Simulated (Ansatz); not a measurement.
Consider the following.

NaMgF3:
```xyz
5
Lattice="3.8306 0.0000 0.0000 0.0000 3.8306 0.0000 0.0000 0.0000 3.8306" Properties=species:S:1:pos:R:3 pbc="T T T"
Na     0.0000     0.0000     0.0000
Mg     1.9153     1.9153     1.9153
F      1.9153     1.9153     0.0000
F      0.0000     1.9153     1.9153
F      1.9153     0.0000     1.9153
```

This is the LDA-relaxed structure.

**Question.** All from LDA in the plane-wave PAW code Ansatz, unless another level is named. Estimate the highest zone-centre frequency (without LO–TO term).

**Answer.** 589 cm⁻¹.

**Question.** What about the Poisson's ratio?

**Answer.** 0.26.

**Question.** What about the elastic constants (relaxed ions, GPa)?

**Answer.** C11 = 181, C12 = 37.5, C44 = 37.7.

Space group Pm-3m (cubic perovskite). The first step of the workflow began from a Materials Project structure, measured or hypothetical; the Crystallography Open Database copy checked does not list it. COD files the formula under space group No. 62, so this cell is another polymorph or a model. Its standing as an ambient phase is unchecked. Symmetry was held in the LDA relaxation. At this level the phase is dynamically unstable (imaginary phonons).

Potentials: the later of the program's two PAW sets.
